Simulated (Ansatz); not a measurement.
A relaxation computed with Ansatz, from input to last step.

```yaml
crystal:
  lattice:
    - [3.6787641514, 0.0, 0.0]
    - [0.0, 3.6787641514, 0.0]
    - [0.0, 0.0, 5.6103169373]
  atoms:
    - { symbol: Mn, position: [0.0, 0.0, 0.0], spin: 1.92 }
    - { symbol: Mn, position: [0.5, 0.5, 0.0], spin: 1.92 }
    - { symbol: Al, position: [0.5, 0.0, 0.7044455426] }
    - { symbol: Al, position: [0.0, 0.5, 0.2955544574] }
    - { symbol: Ge, position: [0.5, 0.0, 0.2763393407] }
    - { symbol: Ge, position: [0.0, 0.5, 0.7236606593] }
basis:
  ecutwfc: 420
kpoints:
  mp_grid: { grid: [10, 10, 6] }
hamiltonian:
  xc: pbesol
scf:
  occupations: { method: gaussian, width: 0.1 }
output:
  forces: true
  stress: true
  eigenvalues: true
  populations: true
magnetization:
  spin_polarized: true
relax:
  adjacent_minimum: "off"
  f_tol: 0.01
  max_steps: 30
  cell: { stress_tol: 0.1, fix: [volume] }
```

```bash
ansatz run input.yaml --threads 1 --pin off --max-ram 2560MiB --backend cpu --events-out ev --progress --plain --runs-dir out
```

The calculation used DFT PBEsol, scalar-relativistic, plane waves, PAW in Ansatz 0.2.0.

The volume is held at 0.88 times that of the relaxed cell.

Of 4 frames 3 are shown, positions in Å and forces in eV/Å; the SCF threshold varies from step to step. Steps run on the plane waves of an earlier cell, with a Pulay correction in the pressure. The basis is chosen afresh for the last frame, the zero of the energies, and at times for earlier ones too; energy and pressure step there, also at an unchanged geometry.

```xyz
6
Lattice="3.6788 0.0000 0.0000 0.0000 3.6788 0.0000 0.0000 0.0000 5.6103" Properties=species:S:1:pos:R:3:forces:R:3 pbc="T T T" step=1 free_energy_over_end_meV_per_atom=0.20 pressure_GPa=23.23
Mn    0.0000    0.0000    0.0000    0.0000    0.0000    0.0000
Mn    1.8394    1.8394    0.0000    0.0000    0.0000    0.0000
Al    1.8394    0.0000    3.9522    0.0000    0.0000   -0.0723
Al    0.0000    1.8394    1.6582    0.0000    0.0000    0.0723
Ge    1.8394    0.0000    1.5504    0.0000    0.0000    0.1106
Ge    0.0000    1.8394    4.0600    0.0000    0.0000   -0.1106
6
Lattice="3.6763 0.0000 0.0000 0.0000 3.6763 0.0000 0.0000 0.0000 5.6177" Properties=species:S:1:pos:R:3:forces:R:3 pbc="T T T" step=2 free_energy_over_end_meV_per_atom=0.03 pressure_GPa=23.13
Mn    0.0000    0.0000    0.0000    0.0000    0.0000    0.0000
Mn    1.8382    1.8382    0.0000    0.0000    0.0000    0.0000
Al    1.8382    0.0000    3.9550    0.0000    0.0000   -0.0228
Al    0.0000    1.8382    1.6628    0.0000    0.0000    0.0228
Ge    1.8382    0.0000    1.5562    0.0000    0.0000    0.0375
Ge    0.0000    1.8382    4.0615    0.0000    0.0000   -0.0375
6
Lattice="3.6746 0.0000 0.0000 0.0000 3.6746 0.0000 0.0000 0.0000 5.6232" Properties=species:S:1:pos:R:3:forces:R:3 pbc="T T T" step=4 free_energy_over_end_meV_per_atom=0.00 pressure_GPa=23.07
Mn    0.0000    0.0000    0.0000    0.0000    0.0000    0.0000
Mn    1.8373    1.8373    0.0000    0.0000    0.0000    0.0000
Al    1.8373    0.0000    3.9576    0.0000    0.0000   -0.0010
Al    0.0000    1.8373    1.6656    0.0000    0.0000    0.0010
Ge    1.8373    0.0000    1.5599    0.0000    0.0000    0.0011
Ge    0.0000    1.8373    4.0633    0.0000    0.0000   -0.0011
```

Time: 4.8 min on 1 thread of Arm Neoverse N1 (shared host), peak memory 0.65 GiB.

Only parallel moments were tried here.